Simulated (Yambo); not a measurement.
```
CELL_PARAMETERS angstrom
      2.62994     1.51840     4.96848
     -2.62994     1.51840     4.96848
      0.00000    -3.03680     4.96848
ATOMIC_POSITIONS crystal
  O  0.80451 0.43770 0.03581
  O  0.19549 0.56230 0.96419
  O  0.03581 0.80451 0.43770
  O  0.96419 0.19549 0.56230
  O  0.43770 0.03581 0.80451
  O  0.56230 0.96419 0.19549
  Ti 0.84995 0.84995 0.84995
  Ti 0.15005 0.15005 0.15005
  Cd 0.63682 0.63682 0.63682
  Cd 0.36318 0.36318 0.36318
```

TiCdO3 (space group R-3, No. 148): mean Im ε in 1 eV windows above the direct gap of 4.51 eV, for different electron-hole kernels (Yambo, broadening 0.15 eV, PBEsol (pw.x of Quantum ESPRESSO, ONCV potentials, without SOC) bands; 4×4×4 mesh, 18 valence and 12 conduction bands, static screening with 93 bands and a 3 Ry block, scissor 1.44 eV, Tamm-Dancoff; field along x).

```tsv
window (eV)	independent quasiparticles	BSE
4.5 to 5.5	3.7	9.0
5.5 to 6.5	8.3	5.9
6.5 to 7.5	6.1	6.7
7.5 to 8.5	6.6	4.2
8.5 to 9.5	4.9	1.8
```

This run doesn't resolve bound excitons or single peaks, so only averages are given, and they too depend on the mesh; weight that the attraction moves below the gap isn't listed. All transitions below 9.79 eV are in the band window. The scissor comes from a G0W0 run whose convergence isn't established.

Spin-orbit splittings are left out.

Geometry of the Materials Project entry, not relaxed at this level.
